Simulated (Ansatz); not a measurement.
# ZrCd: input, output and frames of a trajectory

Theory: DFT PBEsol, scalar-relativistic, plane waves, PAW (Ansatz 0.2.0). The runs took a 420 eV cutoff, a shifted (0.5, 0.5, 0.5 steps) 4×4×2 mesh and Fermi–Dirac smearing (0.078 eV). The mesh is coarse. No spin polarisation.

20 atoms, starting at 1.02 times the perfect crystal's volume (space group P4/nmm); Langevin thermostat at 900 K (friction 0.02 fs⁻¹), fixed cell; 33 steps of 3 fs. The run is short and not equilibrated.

The calculation finished and met its thresholds.

The run took 10 min on 4 threads of Intel(R) Xeon(R) Platinum 8488C (Sapphire Rapids), on a shared host, peak memory 2.9 GiB.

Command:
```bash
ansatz run input.yaml --threads 4 --pin off --max-ram 9216MiB --backend cpu --events-out ev --progress --plain --runs-dir out
```

Input:
```yaml
crystal:
  lattice:
    - [-3.1020176528, 6.2040353056, 0.0]
    - [-6.2040353056, -3.1020176528, 0.0]
    - [0.0, 0.0, 8.9207271358]
  atoms:
    - { symbol: Zr, position: [0.4128560965, 0.3107224723, 0.871321445] }
    - { symbol: Zr, position: [0.8050133118, 0.0899318269, 0.8745039474] }
    - { symbol: Zr, position: [0.2027357368, 0.9147462018, 0.8674626536] }
    - { symbol: Zr, position: [0.610628924, 0.6967345467, 0.8551521052] }
    - { symbol: Zr, position: [1.0108750018, 0.5009506782, 0.8696401801] }
    - { symbol: Zr, position: [0.710220437, 0.4146100433, 0.1315642257] }
    - { symbol: Zr, position: [0.0924362427, 0.2048520127, 0.1204593508] }
    - { symbol: Zr, position: [0.4942313471, 0.0228746312, 0.1383588832] }
    - { symbol: Zr, position: [0.8991681099, 0.802204516, 0.1306743234] }
    - { symbol: Zr, position: [0.3039189971, 0.6120502199, 0.1215347919] }
    - { symbol: Cd, position: [0.3880509333, 0.3268956925, 0.3923117286] }
    - { symbol: Cd, position: [0.7820116319, 0.1057284721, 0.3725406818] }
    - { symbol: Cd, position: [0.2140443109, 0.9044782097, 0.3680162762] }
    - { symbol: Cd, position: [0.5989819723, 0.7023643802, 0.3834420597] }
    - { symbol: Cd, position: [0.9826332747, 0.5097687866, 0.3764641288] }
    - { symbol: Cd, position: [0.2949231336, 0.5990357615, 0.6150524497] }
    - { symbol: Cd, position: [0.6979480655, 0.3756741279, 0.607930859] }
    - { symbol: Cd, position: [0.0858984927, 0.1940766817, 0.6181225263] }
    - { symbol: Cd, position: [0.4970946299, -0.0119767206, 0.6233300114] }
    - { symbol: Cd, position: [0.905855732, 0.8020983854, 0.6062339099] }
basis:
  ecutwfc: 420
kpoints:
  mp_grid: { grid: [4, 4, 2], shift: [0.5, 0.5, 0.5] }
hamiltonian:
  xc: pbesol
scf:
  occupations: { method: fermi_dirac, width: 0.0776 }
  lower_state_search: "off"
  convergence: { dr2_threshold: 1.0e-07 }
output:
  forces: true
  stress: true
md:
  timestep: 3.0
  n_steps: 33
  ensemble: nvt_langevin
  temperature: 900.0
  initial_velocities: maxwell_boltzmann
  seed: 12331
  friction: 0.02
```

Output (its end):
```
...
Internal energy: -123127.523140 eV  (E = F + TS)
E sigma→0 (E₀):  -123127.671739 eV
Entropy (-TS):   -0.297197 eV (-14.860 meV/atom)
Fermi energy:    14.786645 eV
--- Per-component energies (eV) ---
  E_band       = -4742.730605
  E_kinetic    = 8385.349441
  E_local      = -42519.458490  (includes V_loc(G=0)·N_el)
  E_nonlocal   = 1169.530920
  E_hartree    = 19265.222790
  E_xc         = -3369.479725
  E_vxc        = -4127.866239  (∫ρ·V_xc dr)
  E_paw        = -69120.231153  (= ΣΔE_a)
  E_vpaw       = -6180.728428  (= ΣTr[D̂ρ^β])
  E_aug_tail   = 0.000355  (compensation charges beyond the density's cutoff)
  E_ewald      = -36943.534080
  E_core_change = 5.076801  (= ΣΔE_core)
  E_smearing   = -0.297197  (= −TS)
  E_closure    = 0.000000  (closes the sum)
  Σ components = -123127.820337   (vs F -123127.820337, Δ=0.00e0)
--- Forces (eV/Å), atoms counted from 1 ---
  atom   1  Zr    -0.01956886    -0.30939089     0.09331234
  atom   2  Zr    -0.70310561     0.44638461     0.58184895
  atom   3  Zr     0.96854333     0.51366314    -0.46457636
  atom   4  Zr     0.05599893    -1.09932771    -0.35896850
  atom   5  Zr    -0.19481251     0.03427747    -0.25587072
  atom   6  Zr     0.79179651     0.06911731    -0.00167828
  atom   7  Zr    -0.42503978    -0.01081304    -0.43412116
  atom   8  Zr     0.72359105    -0.06792261     0.33205413
  atom   9  Zr    -0.60317209    -0.29190132     0.16349451
  atom  10  Zr     0.97613254     1.01106661     0.22004845
  atom  11  Cd    -0.96101980     0.00241168    -0.77431584
  atom  12  Cd    -0.27478041    -0.72635948    -0.57636341
  atom  13  Cd     1.17050142    -0.31643431    -0.38695507
  atom  14  Cd    -0.83784532     0.04876259     0.77105866
  atom  15  Cd    -0.52614162    -0.40437467     0.04249149
  atom  16  Cd    -0.43698155     0.01652401    -0.40956655
  atom  17  Cd    -0.01790127     0.11728561    -0.21901673
  atom  18  Cd    -0.15241541    -1.69735588    -0.30550015
  atom  19  Cd     0.04404282     2.12694820     1.08220734
  atom  20  Cd     0.42217239     0.53744303     0.90057630
  max |Σ_I F_I| component: 1.59e-4 eV/Å
--- Stress (GPa, compression-positive) ---
        0.306746       0.414385       0.132473
        0.414385       0.837938       0.247186
        0.132473       0.247186       0.309480
  P = ⅓ Tr σ = 0.4847 GPa (4.847 kbar)
--- MD trajectory: 33 steps, t = 0.0 → 99.0 fs ---
  final state: T = 806.4 K   F+E_penalty+E_count = -123127.82033717 eV   E_kin = 2.084808 eV
```

Frames along the run (Å, eV/Å; dE is the potential energy from the first frame):

```xyz
20
Lattice="-3.102 6.204 0.000 -6.204 -3.102 0.000 0.000 0.000 8.921" Properties=species:S:1:pos:R:3:forces:R:3 pbc="T T T" time_fs=0.00 dE_eV=0.0000 T_K=855
Zr   -3.208    1.598    7.773    0.323   -0.111   -0.008
Zr   -3.055    4.715    7.801   -0.168   -0.448   -0.087
Zr   -6.304   -1.580    7.738    0.403    0.354    0.324
Zr   -6.217    1.627    7.629    0.037   -0.201    0.728
Zr   -6.244    4.718    7.758    0.090   -0.315   -0.023
Zr   -4.775    3.120    1.174    0.550   -0.383   -0.571
Zr   -1.558   -0.062    1.075   -0.355    0.224    0.382
Zr   -1.675    2.995    1.234    0.188    0.303   -0.960
Zr   -7.766    3.090    1.166   -0.198   -0.089   -0.457
Zr   -4.740   -0.013    1.084    0.182    0.094    0.008
Cd   -3.232    1.393    3.500    0.478    0.138   -0.550
Cd   -3.082    4.524    3.323   -0.098    0.458    0.225
Cd   -6.275   -1.478    3.283    0.095   -0.442    0.516
Cd   -6.216    1.537    3.421   -0.132   -0.124   -0.045
Cd   -6.211    4.515    3.358   -0.118    0.612    0.209
Cd   -4.631   -0.029    5.487   -0.174   -0.133    0.182
Cd   -4.496    3.165    5.423   -0.463   -0.072    0.446
Cd   -1.471   -0.069    5.514   -0.282    0.238   -0.194
Cd   -1.468    3.121    5.561   -0.330   -0.144   -0.327
Cd   -7.786    3.132    5.408   -0.029    0.041    0.201
20
Lattice="-3.102 6.204 0.000 -6.204 -3.102 0.000 0.000 0.000 8.921" Properties=species:S:1:pos:R:3:forces:R:3 pbc="T T T" time_fs=9.00 dE_eV=0.0770 T_K=746
Zr   -3.214    1.589    7.761    0.379    0.021    0.097
Zr   -3.053    4.710    7.783   -0.113   -0.334    0.069
Zr   -6.317   -1.547    7.720    0.515    0.138    0.487
Zr   -6.213    1.659    7.618   -0.052   -0.314    0.780
Zr   -6.219    4.736    7.775   -0.059   -0.420   -0.128
Zr   -4.793    3.095    1.217    0.810   -0.292   -0.888
Zr   -1.571   -0.075    1.104   -0.151    0.375    0.164
Zr   -1.657    3.017    1.195    0.062    0.220   -0.651
Zr   -7.744    3.119    1.181   -0.462   -0.261   -0.586
Zr   -4.742   -0.021    1.083    0.202    0.155   -0.014
Cd   -3.248    1.409    3.549    0.700    0.123   -0.795
Cd   -3.101    4.540    3.331    0.025    0.374    0.125
Cd   -6.266   -1.489    3.299   -0.009   -0.400    0.385
Cd   -6.179    1.503    3.404   -0.336   -0.044   -0.036
Cd   -6.199    4.532    3.348   -0.152    0.643    0.361
Cd   -4.644   -0.008    5.488   -0.145   -0.321    0.289
Cd   -4.512    3.156    5.422   -0.437    0.073    0.478
Cd   -1.469   -0.058    5.543   -0.271    0.194   -0.316
Cd   -1.456    3.119    5.526   -0.400   -0.092   -0.213
Cd   -7.759    3.103    5.349   -0.105    0.162    0.391
20
Lattice="-3.102 6.204 0.000 -6.204 -3.102 0.000 0.000 0.000 8.921" Properties=species:S:1:pos:R:3:forces:R:3 pbc="T T T" time_fs=21.00 dE_eV=0.3069 T_K=890
Zr   -3.203    1.573    7.755    0.439    0.149    0.261
Zr   -3.026    4.666    7.746   -0.170    0.027    0.294
Zr   -6.303   -1.523    7.713    0.507   -0.030    0.572
Zr   -6.187    1.687    7.595   -0.298   -0.444    0.898
Zr   -6.180    4.764    7.806   -0.171   -0.612   -0.253
Zr   -4.822    3.050    1.250    1.040    0.017   -1.013
Zr   -1.583   -0.081    1.167    0.032    0.441   -0.257
Zr   -1.669    3.047    1.160    0.144    0.120   -0.360
Zr   -7.731    3.163    1.185   -0.591   -0.473   -0.586
Zr   -4.735   -0.025    1.079    0.140    0.195    0.016
Cd   -3.267    1.430    3.627    0.976    0.141   -1.215
Cd   -3.114    4.596    3.330    0.026    0.130    0.150
Cd   -6.273   -1.493    3.316   -0.025   -0.365    0.258
Cd   -6.133    1.457    3.400   -0.604    0.086   -0.069
Cd   -6.187    4.557    3.368   -0.156    0.572    0.366
Cd   -4.633    0.026    5.510   -0.249   -0.655    0.401
Cd   -4.527    3.129    5.450   -0.391    0.418    0.358
Cd   -1.491   -0.022    5.581   -0.106    0.016   -0.414
Cd   -1.452    3.099    5.472   -0.366    0.009    0.006
Cd   -7.736    3.069    5.288   -0.175    0.258    0.588
20
Lattice="-3.102 6.204 0.000 -6.204 -3.102 0.000 0.000 0.000 8.921" Properties=species:S:1:pos:R:3:forces:R:3 pbc="T T T" time_fs=30.00 dE_eV=0.4586 T_K=887
Zr   -3.191    1.550    7.749    0.365    0.308    0.421
Zr   -3.010    4.649    7.734   -0.215    0.143    0.321
Zr   -6.317   -1.517    7.737    0.631   -0.047    0.478
Zr   -6.179    1.697    7.595   -0.440   -0.568    0.921
Zr   -6.148    4.762    7.801   -0.305   -0.653   -0.116
Zr   -4.845    3.039    1.250    1.075    0.170   -0.918
Zr   -1.589   -0.069    1.215    0.024    0.371   -0.559
Zr   -1.705    3.054    1.135    0.310    0.169   -0.115
Zr   -7.739    3.176    1.186   -0.525   -0.479   -0.488
Zr   -4.726   -0.037    1.081    0.047    0.251    0.028
Cd   -3.276    1.439    3.648    1.037    0.195   -1.319
Cd   -3.121    4.651    3.333   -0.006   -0.112    0.199
Cd   -6.301   -1.471    3.328    0.071   -0.406    0.167
Cd   -6.096    1.443    3.408   -0.776    0.117   -0.116
Cd   -6.181    4.585    3.415   -0.132    0.455    0.159
Cd   -4.613    0.039    5.543   -0.388   -0.790    0.343
Cd   -4.549    3.108    5.485   -0.259    0.592    0.190
Cd   -1.513    0.014    5.609    0.068   -0.144   -0.505
Cd   -1.455    3.069    5.444   -0.341    0.177    0.165
Cd   -7.722    3.056    5.249   -0.244    0.252    0.745
20
Lattice="-3.102 6.204 0.000 -6.204 -3.102 0.000 0.000 0.000 8.921" Properties=species:S:1:pos:R:3:forces:R:3 pbc="T T T" time_fs=39.00 dE_eV=0.6719 T_K=793
Zr   -3.165    1.522    7.739    0.099    0.483    0.629
Zr   -3.006    4.645    7.712   -0.218    0.178    0.386
Zr   -6.339   -1.511    7.764    0.796   -0.053    0.394
Zr   -6.188    1.703    7.609   -0.429   -0.677    0.860
Zr   -6.108    4.758    7.799   -0.494   -0.673    0.003
Zr   -4.874    3.041    1.237    1.149    0.210   -0.793
Zr   -1.595   -0.052    1.270   -0.004    0.343   -0.910
Zr   -1.762    3.070    1.103    0.547    0.189    0.170
Zr   -7.743    3.182    1.194   -0.550   -0.483   -0.421
Zr   -4.734   -0.074    1.092    0.031    0.505   -0.023
Cd   -3.283    1.462    3.642    0.983    0.154   -1.286
Cd   -3.123    4.712    3.349   -0.055   -0.355    0.193
Cd   -6.343   -1.439    3.346    0.198   -0.441    0.048
Cd   -6.069    1.450    3.401   -0.906    0.064   -0.040
Cd   -6.169    4.625    3.455   -0.145    0.305    0.036
Cd   -4.588    0.036    5.584   -0.542   -0.777    0.149
Cd   -4.564    3.085    5.512   -0.205    0.677    0.084
Cd   -1.532    0.049    5.631    0.216   -0.292   -0.644
Cd   -1.476    3.041    5.429   -0.250    0.395    0.294
Cd   -7.718    3.053    5.220   -0.221    0.250    0.873
20
Lattice="-3.102 6.204 0.000 -6.204 -3.102 0.000 0.000 0.000 8.921" Properties=species:S:1:pos:R:3:forces:R:3 pbc="T T T" time_fs=48.00 dE_eV=0.8608 T_K=843
Zr   -3.144    1.522    7.732   -0.159    0.541    0.758
Zr   -3.004    4.659    7.679   -0.202    0.175    0.479
Zr   -6.360   -1.497    7.789    0.889   -0.140    0.253
Zr   -6.193    1.711    7.634   -0.456   -0.766    0.701
Zr   -6.079    4.759    7.790   -0.629   -0.674    0.120
Zr   -4.895    3.025    1.209    1.230    0.359   -0.608
Zr   -1.613   -0.034    1.304    0.021    0.260   -1.193
Zr   -1.807    3.083    1.080    0.680    0.289    0.355
Zr   -7.740    3.195    1.200   -0.635   -0.569   -0.359
Zr   -4.754   -0.110    1.098    0.089    0.749   -0.076
Cd   -3.269    1.474    3.616    0.687    0.152   -1.119
Cd   -3.144    4.758    3.367   -0.028   -0.511    0.130
Cd   -6.389   -1.416    3.347    0.349   -0.471   -0.002
Cd   -6.060    1.458    3.373   -0.916    0.026    0.155
Cd   -6.155    4.665    3.479   -0.216    0.094   -0.036
Cd   -4.576    0.024    5.624   -0.663   -0.627   -0.100
Cd   -4.575    3.083    5.533   -0.173    0.581   -0.067
Cd   -1.574    0.077    5.635    0.435   -0.398   -0.686
Cd   -1.499    3.007    5.418   -0.156    0.658    0.394
Cd   -7.722    3.049    5.203   -0.146    0.271    0.899
20
Lattice="-3.102 6.204 0.000 -6.204 -3.102 0.000 0.000 0.000 8.921" Properties=species:S:1:pos:R:3:forces:R:3 pbc="T T T" time_fs=60.00 dE_eV=1.1099 T_K=664
Zr   -3.127    1.535    7.735   -0.385    0.536    0.785
Zr   -2.992    4.687    7.647   -0.265    0.090    0.499
Zr   -6.369   -1.495    7.810    0.874   -0.179    0.052
Zr   -6.191    1.721    7.677   -0.514   -0.932    0.436
Zr   -6.065    4.739    7.794   -0.651   -0.458    0.006
Zr   -4.890    3.026    1.161    1.269    0.355   -0.254
Zr   -1.650   -0.010    1.306    0.141    0.068   -1.337
Zr   -1.834    3.089    1.069    0.731    0.476    0.413
Zr   -7.730    3.217    1.193   -0.744   -0.792   -0.218
Zr   -4.801   -0.161    1.087    0.284    1.151   -0.005
Cd   -3.229    1.484    3.579    0.168    0.176   -0.977
Cd   -3.157    4.794    3.402   -0.097   -0.583   -0.100
Cd   -6.461   -1.401    3.326    0.664   -0.511   -0.025
Cd   -6.047    1.465    3.328   -0.828    0.007    0.314
Cd   -6.137    4.712    3.486   -0.324   -0.156   -0.052
Cd   -4.554    0.016    5.664   -0.817   -0.509   -0.320
Cd   -4.604    3.072    5.544   -0.080    0.509   -0.189
Cd   -1.622    0.127    5.626    0.655   -0.693   -0.578
Cd   -1.520    2.963    5.392   -0.068    1.052    0.624
Cd   -7.721    3.024    5.180   -0.014    0.393    0.929
20
Lattice="-3.102 6.204 0.000 -6.204 -3.102 0.000 0.000 0.000 8.921" Properties=species:S:1:pos:R:3:forces:R:3 pbc="T T T" time_fs=69.00 dE_eV=1.2790 T_K=694
Zr   -3.149    1.567    7.741   -0.308    0.398    0.748
Zr   -2.974    4.695    7.630   -0.438    0.109    0.454
Zr   -6.370   -1.504    7.828    0.733   -0.219   -0.130
Zr   -6.206    1.712    7.706   -0.461   -0.931    0.247
Zr   -6.069    4.736    7.803   -0.559   -0.332   -0.178
Zr   -4.897    3.032    1.134    1.407    0.317   -0.053
Zr   -1.646   -0.006    1.295    0.119    0.061   -1.345
Zr   -1.830    3.110    1.058    0.651    0.449    0.488
Zr   -7.716    3.230    1.179   -0.858   -0.889   -0.055
Zr   -4.841   -0.186    1.069    0.509    1.363    0.171
Cd   -3.194    1.489    3.577   -0.197    0.157   -1.003
Cd   -3.158    4.804    3.448   -0.126   -0.571   -0.309
Cd   -6.494   -1.397    3.317    0.862   -0.501   -0.071
Cd   -6.027    1.475    3.299   -0.805   -0.033    0.436
Cd   -6.115    4.751    3.480   -0.453   -0.320    0.005
Cd   -4.570   -0.003    5.697   -0.774   -0.410   -0.467
Cd   -4.627    3.068    5.539   -0.086    0.469   -0.176
Cd   -1.638    0.173    5.624    0.661   -0.990   -0.405
Cd   -1.539    2.935    5.382    0.021    1.363    0.764
Cd   -7.713    3.007    5.188    0.104    0.510    0.878
20
Lattice="-3.102 6.204 0.000 -6.204 -3.102 0.000 0.000 0.000 8.921" Properties=species:S:1:pos:R:3:forces:R:3 pbc="T T T" time_fs=78.00 dE_eV=1.3764 T_K=686
Zr   -3.185    1.595    7.760   -0.162    0.210    0.609
Zr   -2.964    4.681    7.614   -0.552    0.197    0.466
Zr   -6.384   -1.532    7.868    0.651   -0.086   -0.381
Zr   -6.221    1.705    7.738   -0.390   -0.930    0.056
Zr   -6.078    4.727    7.816   -0.485   -0.154   -0.376
Zr   -4.895    3.054    1.124    1.393    0.210    0.058
Zr   -1.620    0.001    1.264   -0.027    0.043   -1.159
Zr   -1.840    3.143    1.078    0.679    0.274    0.426
Zr   -7.714    3.218    1.169   -0.853   -0.811    0.100
Zr   -4.876   -0.203    1.058    0.689    1.417    0.369
Cd   -3.160    1.475    3.572   -0.488    0.176   -0.990
Cd   -3.166    4.814    3.495   -0.117   -0.563   -0.463
Cd   -6.504   -1.410    3.321    1.005   -0.429   -0.157
Cd   -6.000    1.484    3.279   -0.825   -0.077    0.551
Cd   -6.092    4.788    3.467   -0.576   -0.439    0.065
Cd   -4.604   -0.019    5.723   -0.614   -0.323   -0.525
Cd   -4.648    3.084    5.526   -0.103    0.335   -0.124
Cd   -1.617    0.210    5.635    0.457   -1.281   -0.246
Cd   -1.556    2.907    5.371    0.075    1.662    0.899
Cd   -7.715    3.003    5.205    0.246    0.571    0.821
20
Lattice="-3.102 6.204 0.000 -6.204 -3.102 0.000 0.000 0.000 8.921" Properties=species:S:1:pos:R:3:forces:R:3 pbc="T T T" time_fs=90.00 dE_eV=1.4912 T_K=683
Zr   -3.226    1.633    7.799   -0.118   -0.116    0.324
Zr   -2.966    4.646    7.594   -0.668    0.377    0.501
Zr   -6.417   -1.575    7.899    0.782    0.247   -0.498
Zr   -6.261    1.726    7.791   -0.126   -1.088   -0.215
Zr   -6.118    4.716    7.827   -0.323    0.064   -0.477
Zr   -4.870    3.093    1.134    1.179    0.046    0.067
Zr   -1.599    0.006    1.214   -0.224    0.052   -0.720
Zr   -1.837    3.176    1.100    0.717    0.046    0.369
Zr   -7.722    3.191    1.179   -0.775   -0.559    0.186
Zr   -4.913   -0.210    1.054    0.850    1.304    0.482
Cd   -3.114    1.498    3.545   -0.801    0.030   -0.936
Cd   -3.160    4.834    3.519   -0.240   -0.653   -0.576
Cd   -6.499   -1.436    3.346    1.122   -0.347   -0.332
Cd   -5.968    1.477    3.263   -0.818   -0.063    0.659
Cd   -6.079    4.815    3.460   -0.598   -0.407    0.095
Cd   -4.631   -0.040    5.735   -0.494   -0.143   -0.488
Cd   -4.683    3.097    5.526   -0.100    0.199   -0.134
Cd   -1.571    0.242    5.665    0.086   -1.607   -0.243
Cd   -1.588    2.877    5.363    0.129    2.015    1.050
Cd   -7.725    3.004    5.202    0.420    0.604    0.885
20
Lattice="-3.102 6.204 0.000 -6.204 -3.102 0.000 0.000 0.000 8.921" Properties=species:S:1:pos:R:3:forces:R:3 pbc="T T T" time_fs=99.00 dE_eV=1.5101 T_K=806
Zr   -3.263    1.650    7.831   -0.020   -0.309    0.093
Zr   -2.969    4.624    7.564   -0.703    0.446    0.582
Zr   -6.440   -1.607    7.912    0.969    0.514   -0.465
Zr   -6.289    1.726    7.832    0.056   -1.099   -0.359
Zr   -6.155    4.724    7.817   -0.195    0.034   -0.256
Zr   -4.829    3.108    1.149    0.792    0.069   -0.002
Zr   -1.569    0.006    1.184   -0.425   -0.011   -0.434
Zr   -1.830    3.190    1.107    0.724   -0.068    0.332
Zr   -7.731    3.163    1.198   -0.603   -0.292    0.163
Zr   -4.933   -0.198    1.086    0.976    1.011    0.220
Cd   -3.078    1.515    3.500   -0.961    0.002   -0.774
Cd   -3.158    4.843    3.541   -0.275   -0.726   -0.576
Cd   -6.493   -1.456    3.359    1.171   -0.316   -0.387
Cd   -5.947    1.460    3.259   -0.838    0.049    0.771
Cd   -6.082    4.837    3.464   -0.526   -0.404    0.042
Cd   -4.651   -0.062    5.718   -0.437    0.017   -0.410
Cd   -4.719    3.097    5.543   -0.018    0.117   -0.219
Cd   -1.547    0.246    5.682   -0.152   -1.697   -0.306
Cd   -1.587    2.857    5.366    0.044    2.127    1.082
Cd   -7.712    3.021    5.198    0.422    0.537    0.901
```